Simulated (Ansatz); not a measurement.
One crystal and one scan (scan of one atom of the cell) at two levels, r2SCAN (plane waves to 500 eV, PAW, scalar-relativistic; Ansatz, an electronic-structure program) and PBE (plane waves to 420 eV, PAW, scalar-relativistic; Ansatz), each from its own relaxed cell and on its own mesh. The cell shown is that of r2SCAN.

MgS (rock salt)

```
CELL_PARAMETERS angstrom
      0.00000     2.60256     2.60256
      2.60256     0.00000     2.60256
      2.60256     2.60256     0.00000
ATOMIC_POSITIONS crystal
  S  0.00000 0.00000 0.00000
  Mg 0.50000 0.50000 0.50000
```

In this cell atom 2 (Mg, nearest neighbour S at 2.603 Å; its periodic images, 3.7 Å or more away, move with it) is moved by s along Cartesian z, unit vector (0.000, 0.000, 1.000); all other atoms and the cell stay fixed.

The energy includes the smearing's −TS. MgS was relaxed with its symmetry unable to fall. The PAW data are Ansatz's earlier set. (PBE) Left out: 2 of 11 points, with atoms too close for the PAW data. (r2SCAN) Left out: 2 of 11 points, with atoms too close for the PAW data. Percentages come from the unrounded values. Both scans cover s from -0.624 to 0.624 Å.

Results of r2SCAN:

- Lattice constant a (Å) = 5.205
- Band gap of the relaxed cell, no spin-orbit coupling (eV) = 3.47
- Energy at s = 0.624 Å (meV/cell) = 1286
- Force along the line at s = -0.624 Å (eV/Å) = 6.730
- Symmetry of the curve = even: the same for both signs
- Shape of the curve = a single well with its minimum at or next to zero displacement

Question: What does PBE give for the same quantities?

Answer: 
```csv
quantity,PBE,r2SCAN − PBE
Lattice constant a (Å),5.230,-0.025 (-0.5 %)
"Band gap of the relaxed cell, no spin-orbit coupling (eV)",2.76,+0.71 (+26 %)
Energy at s = 0.624 Å (meV/cell),1188,+98 (+8.3 %)
Force along the line at s = -0.624 Å (eV/Å),6.268,+0.462 (+7.4 %)
```

r2SCAN gives the higher value for: band gap of the relaxed cell, no spin-orbit coupling; energy at s = 0.624 Å; force along the line at s = -0.624 Å. r2SCAN gives the lower value for: lattice constant a. Both give the same symmetry of the curve: even: the same for both signs. Neither level is exact: the differences show how much the result hangs on the functional.

(For displaced atoms, the force is minus the slope of the energy, and its curvature is a force constant, which sets phonon frequencies.)
